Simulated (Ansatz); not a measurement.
Problem. Name crystals whose computed values (DFT-PBEsol in the program Ansatz with PAW potentials) fall in these windows: G_Hill (GPa) 110 to 150; Θ_D (K) 540 to 680; B₀ by P(V) fit (GPa) 260 to 340.

Solution. 

```json
[
 {"crystal": "Cr, bcc (W type)", "G_Hill (GPa)": "133", "Θ_D (K)": "617", "B₀ by P(V) fit (GPa)": "282"}
]
```
Others may fit too.

Began spin-polarised and lost the moments: Cr, bcc (W type). The cell was relaxed under the symmetry of its start.

Potentials: the later of the program's two PAW sets.
